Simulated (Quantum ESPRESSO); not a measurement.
## In2Hf3Ir2Al (input and log of a self-consistent run)

Computed values, not a measurement. The program is pw.x of Quantum ESPRESSO 7.5 (plane-wave density functional theory). The cell is made up: eight metal atoms on a hexagonal close-packed lattice, with elements, volume, strain and displacements drawn at random and not relaxed, so it may be unstable or far from any real phase. PseudoDojo standard norm-conserving files set the functional (PBE unless stated); there is no spin polarisation or spin-orbit coupling, the Fermi-Dirac width of 0.25 eV means electrons at about 2900 K, and the masses in the input are unused placeholders. Heavy elements are run without spin-orbit coupling, which real alloys of them have. A spin test at this wide smearing found no moment, but such smearing suppresses magnetism that the real alloy may have.

Input:

```
&control calculation='scf', pseudo_dir='./dojo.nc.sr.pbe.v0_5.standard.upf', outdir='./o', disk_io='minimal', tprnfor=.true., tstress=.true. /
&system ibrav=0, nat=8, ntyp=4, nbnd=64, ecutwfc=69.97070942, nosym=.true., tot_charge=0,
 occupations='smearing', smearing='fd', degauss=0.0183746611
/
&electrons conv_thr=1.470e-08, electron_maxstep=70, mixing_beta=0.5 /
ATOMIC_SPECIES
Al 1.0 Al.upf
Hf 1.0 Hf.upf
In 1.0 In.upf
Ir 1.0 Ir.upf
CELL_PARAMETERS angstrom
3.064 0.0122 5.1136
3.0249 0.0416 -5.0901
-2.9979 5.169 -0.0271
ATOMIC_POSITIONS angstrom
In 0.0289 -0.0629 -0.0225
Hf -1.503 2.6183 -0.0445
Hf 2.9997 1.7086 -2.647
Ir 1.5212 4.3581 -2.486
Al 3.0032 0.0385 0.0295
Ir 1.5049 2.6088 -0.0554
In 3.0194 1.7488 2.6621
Hf 1.5955 4.3244 2.5756
K_POINTS automatic
5 5 5 1 1 1
```

The log is shortened where brackets say so; the opening notice, blank lines, dates and the lines on written files are dropped, and the path of the files is cut. It prints rydbergs, bohrs and kilobars, and counts compression as positive stress. Its total energy is the free energy E - TS of the whole cell.

```
     Program PWSCF v.7.5
     Parallel version (MPI & OpenMP), running on       4 processor cores
     Number of MPI processes:                 4
     Threads/MPI process:                     1
     [start-up lines left out]
     bravais-lattice index     =            0
     lattice parameter (alat)  =      11.2652  a.u.
     unit-cell volume          =    1089.1290 (a.u.)^3
     number of atoms/cell      =            8
     number of atomic types    =            4
     number of electrons       =        99.00
     number of Kohn-Sham states=           64
     kinetic-energy cutoff     =      69.9707  Ry
     charge density cutoff     =     279.8828  Ry
     scf convergence threshold =      1.5E-08
     mixing beta               =       0.5000
     number of iterations used =            8  plain     mixing
     Exchange-correlation= PBE
                           (   1   4   3   4   0   0   0)
     [axes and pseudopotential details left out]
   Cartesian axes
     site n.     atom                  positions (alat units)
         1        In     tau(   1) = (   0.0048479  -0.0105514  -0.0037743  )
         2        Hf     tau(   2) = (  -0.2521260   0.4392160  -0.0074648  )
         3        Hf     tau(   3) = (   0.5031952   0.2866151  -0.4440303  )
         4        Ir     tau(   4) = (   0.2551791   0.7310648  -0.4170228  )
         5        Al     tau(   5) = (   0.5037824   0.0064583   0.0049486  )
         6        Ir     tau(   6) = (   0.2524448   0.4376223  -0.0092933  )
         7        In     tau(   7) = (   0.5064999   0.2933586   0.4465633  )
         8        Hf     tau(   8) = (   0.2676428   0.7254117   0.4320531  )
     number of k points=    63  Fermi-Dirac smearing, width (Ry)=  0.0184
                       cart. coord. in units 2pi/alat
        k(    1) = (   0.1937971   0.2277254  -0.0000865), wk =   0.0320000
        k(    2) = (   0.1917669   0.4572074   0.0005825), wk =   0.0320000
     [further k points left out]
     Dense  grid:    86121 G-vectors     FFT dimensions: (  60,  60,  64)
     Estimated max dynamical RAM per process >     329.28 MB
     Estimated total dynamical RAM >       1.22 GB
     Initial potential from superposition of free atoms
     starting charge      98.9839, renormalised to      99.0000
     Starting wfcs are   72 randomized atomic wfcs
     total cpu time spent up to now is       12.1 secs
     per-process dynamical memory:   261.4 Mb
     Self-consistent Calculation
     iteration #  1     ecut=    69.97 Ry     beta= 0.50
     Davidson diagonalization with overlap
     ethr =  1.00E-02,  avg # of iterations =  2.9
     Threshold (ethr) on eigenvalues was too large:
     Diagonalizing with lowered threshold
     Davidson diagonalization with overlap
     ethr =  5.55E-04,  avg # of iterations =  2.3
     total cpu time spent up to now is       64.1 secs
     total energy              =   -1069.44908482 Ry
     estimated scf accuracy    <       0.54410096 Ry
     iteration #  2     ecut=    69.97 Ry     beta= 0.50
     Davidson diagonalization with overlap
     ethr =  5.50E-04,  avg # of iterations =  3.2
     total cpu time spent up to now is       94.0 secs
     total energy              =   -1069.03769651 Ry
     estimated scf accuracy    <       6.97936050 Ry
     iteration #  3     ecut=    69.97 Ry     beta= 0.50
     Davidson diagonalization with overlap
     ethr =  5.50E-04,  avg # of iterations =  2.0
     total cpu time spent up to now is      119.5 secs
     total energy              =   -1069.69259798 Ry
     estimated scf accuracy    <       0.08001188 Ry
     iteration #  4     ecut=    69.97 Ry     beta= 0.50
     Davidson diagonalization with overlap
     ethr =  8.08E-05,  avg # of iterations =  6.7
     total cpu time spent up to now is      147.8 secs
     total energy              =   -1069.69348418 Ry
     estimated scf accuracy    <       0.05414770 Ry
     iteration #  5     ecut=    69.97 Ry     beta= 0.50
     Davidson diagonalization with overlap
     ethr =  5.47E-05,  avg # of iterations =  2.2
     total cpu time spent up to now is      171.3 secs
     total energy              =   -1069.69818528 Ry
     estimated scf accuracy    <       0.06728401 Ry
     [iterations 6 to 8 left out]
     iteration #  9     ecut=    69.97 Ry     beta= 0.50
     Davidson diagonalization with overlap
     ethr =  7.63E-08,  avg # of iterations =  2.7
     total cpu time spent up to now is      279.2 secs
     total energy              =   -1069.70429813 Ry
     estimated scf accuracy    <       0.00001944 Ry
     iteration # 10     ecut=    69.97 Ry     beta= 0.50
     Davidson diagonalization with overlap
     ethr =  1.96E-08,  avg # of iterations =  3.7
     total cpu time spent up to now is      305.3 secs
     total energy              =   -1069.70429979 Ry
     estimated scf accuracy    <       0.00000757 Ry
     iteration # 11     ecut=    69.97 Ry     beta= 0.50
     Davidson diagonalization with overlap
     ethr =  7.64E-09,  avg # of iterations =  2.2
     total cpu time spent up to now is      331.1 secs
     total energy              =   -1069.70430070 Ry
     estimated scf accuracy    <       0.00000043 Ry
     iteration # 12     ecut=    69.97 Ry     beta= 0.50
     Davidson diagonalization with overlap
     ethr =  4.31E-10,  avg # of iterations =  5.5
     total cpu time spent up to now is      361.4 secs
     total energy              =   -1069.70430088 Ry
     estimated scf accuracy    <       0.00000009 Ry
     iteration # 13     ecut=    69.97 Ry     beta= 0.50
     Davidson diagonalization with overlap
     ethr =  8.89E-11,  avg # of iterations =  2.0
     total cpu time spent up to now is      385.8 secs
     End of self-consistent calculation
     [lines on levels left out]
!    total energy              =   -1069.70430089 Ry
     estimated scf accuracy    <       0.00000001 Ry
     smearing contrib. (-TS)   =      -0.09558355 Ry
     internal energy E=F+TS    =   -1069.60871735 Ry
     The total energy is F=E-TS. E is the sum of the following terms:
     one-electron contribution =    -294.98618747 Ry
     hartree contribution      =     199.62574237 Ry
     xc contribution           =    -255.12519184 Ry
     ewald contribution        =    -719.12308040 Ry
     convergence has been achieved in  13 iterations
     Forces acting on atoms (cartesian axes, Ry/au):
     atom    1 type  3   force =    -0.01288069   -0.00119816    0.01460960
     atom    2 type  2   force =    -0.00995291   -0.00577681    0.05313857
     atom    3 type  2   force =     0.03180714    0.03273780    0.02595801
     atom    4 type  4   force =    -0.00276808   -0.00527705   -0.00633969
     atom    5 type  1   force =    -0.00302094   -0.00926195   -0.00560963
     atom    6 type  4   force =    -0.00122243    0.01045836    0.01203223
     atom    7 type  3   force =     0.01035808   -0.00043541   -0.03830627
     atom    8 type  2   force =    -0.01232017   -0.02124677   -0.05548282
     Total force =     0.108666     Total SCF correction =     0.000301
     Computing stress (Cartesian axis) and pressure
          total   stress  (Ry/bohr**3)                   (kbar)     P=      -69.91
  -0.00065951  -0.00001921   0.00001943          -97.02       -2.83        2.86
  -0.00001921  -0.00026886  -0.00013026           -2.83      -39.55      -19.16
   0.00001943  -0.00013026  -0.00049742            2.86      -19.16      -73.17
     init_run     :     10.56s CPU     10.97s WALL (       1 calls)
     electrons    :    371.01s CPU    373.76s WALL (       1 calls)
     forces       :      3.58s CPU      3.62s WALL (       1 calls)
     stress       :     14.25s CPU     14.58s WALL (       1 calls)
     [timing details left out]
     PWSCF        :   6m40.54s CPU   6m44.11s WALL
     JOB DONE.
```

In other units: free energy -14554.068 eV for the cell, pressure -6.99 GPa, largest force component 1.427 eV/Å in size. The run took 406 s of wall time with four MPI processes on a shared machine (Intel Xeon, older, virtual cores), so the time is rough. A rerun of this cell at a higher cutoff and on a denser mesh moved values by no more than 0.004 eV in energy, 0.03 GPa in stress and 0.003 eV/Å in force, and a second program with other atomic files agreed on that cell to 2 % rms in force and 0.5 GPa in pressure.